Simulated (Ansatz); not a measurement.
# Cost of a DFT run on PtC₄S₂I₂

```yaml
crystal:
  lattice:
    - [7.8205, -3.023, 0.0]
    - [7.8205, 3.023, 0.0]
    - [-2.5982165654, 0.0, 12.5794791498]
  atoms:
    - { symbol: Pt, position: [0.5, 0.0, 0.5] }
    - { symbol: Pt, position: [0.0, 0.5, 0.0] }
    - { symbol: C, position: [0.3828, 0.8188, 0.6621] }
    - { symbol: C, position: [0.1812, 0.6172, 0.8379] }
    - { symbol: C, position: [0.6172, 0.1812, 0.3379] }
    - { symbol: C, position: [0.8188, 0.3828, 0.1621] }
    - { symbol: C, position: [0.8358, 0.4738, 0.5858] }
    - { symbol: C, position: [0.5262, 0.1642, 0.9142] }
    - { symbol: C, position: [0.1642, 0.5262, 0.4142] }
    - { symbol: C, position: [0.4738, 0.8358, 0.0858] }
    - { symbol: S, position: [0.6204, 0.781, 0.638] }
    - { symbol: S, position: [0.219, 0.3796, 0.862] }
    - { symbol: S, position: [0.3796, 0.219, 0.362] }
    - { symbol: S, position: [0.781, 0.6204, 0.138] }
    - { symbol: I, position: [0.29643, 0.89263, 0.38271] }
    - { symbol: I, position: [0.10737, 0.70357, 0.11729] }
    - { symbol: I, position: [0.70357, 0.10737, 0.61729] }
    - { symbol: I, position: [0.89263, 0.29643, 0.88271] }
kpoints:
  mp_grid: { grid: [6, 6, 3] }
scf:
  occupations: { method: fermi_dirac, width: 0.05 }
hamiltonian:
  xc: pbe
  pseudopotentials: { kind: paw }
output:
  forces: true
  stress: true
  populations: true
  efg:
    quadrupole_moments_barn: { S: -0.0694, I: -0.68822 }
    contact_densities: true
  write_density: true
  write_potential: true
  elf: true
  volumetric_format: npy
```

```sh
ansatz run input.yaml --threads 2 --pin off --max-ram 5120MiB --backend cpu --events-out ev --progress --plain --runs-dir out
```

It runs on 2 threads of Arm Neoverse V2 (aarch64; 8 cores open to the job, memory cap 5.0 GiB, no GPU), a shared host with a load of 0.6 a core.

Q: How much time and memory should be set aside?

A: About 1.8 min of wall time (3.6 min of CPU time) and 1.9 GiB. The run holds 160 valence electrons in 98 bands, about 11549 plane waves a k-point and 34 irreducible k-points, and took 9 SCF iterations. Times on a shared host vary by tens of per cent.
